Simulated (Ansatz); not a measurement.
Theory: DFT PBE, scalar-relativistic, plane waves, PAW in Ansatz. All cells share a 420 eV cutoff and Γ-centred k meshes spaced at most about 0.3 Å⁻¹ (about 0.25 or finer for metals, 2π included). Collinear spin in cells that started with moments and kept them past the coarse steps, no spin elsewhere.

Temperature and zero-point effects are left out.

Two forms of MoS3 were relaxed alike.

A. (no spin)

```xyz
4
Lattice="6.8323 0.0000 0.0000 -3.4162 5.9169 0.0000 0.0000 0.0000 2.8827" Properties=species:S:1:pos:R:3 pbc="T T T"
Mo    0.0000    0.0000    0.0000
S     4.9517    0.0000    1.4413
S    -2.4759    4.2883    1.4413
S     0.9403    1.6286    1.4413
```

B. (site moments Mo 1.2 μB)

```xyz
4
Lattice="3.3377 0.0000 0.0000 0.0000 3.3377 0.0000 0.0000 0.0000 8.6933" Properties=species:S:1:pos:R:3 pbc="T T T"
Mo    1.6689    1.6689    0.0000
S     0.0000    0.0000    5.3015
S     0.0000    0.0000    3.3918
S     0.0000    0.0000    0.0000
```

Question: Which form is favoured at zero pressure, and by what margin per atom?

Answer: A is lower, by 0.81 eV/atom. A has space group P-62m (No. 189), 29.1 Å³/atom and a gap of 0.05 eV on its mesh; B has space group P4/mmm (No. 123), 24.2 Å³/atom and no gap. Counting S atoms around Mo (those within 1.25 times the shortest such distance or 1.15 times the sum of covalent radii), A has Mo 6 and B has Mo 4. B holds S–S pairs (shortest 1.91 Å); in A the shortest S–S distance is 2.88 Å. Their magnetic states differ too. Both come from invented guesses.

Weakly bound directions are ill-defined at this level, which has no dispersion term (P-62m, P4/mmm), and this can change margins and order among such cells. The magnetic state reached may not be the lowest. Cells relaxed within their symmetry can be saddle points. Some types were kept out of the candidates beforehand, so the set may lack a known form.
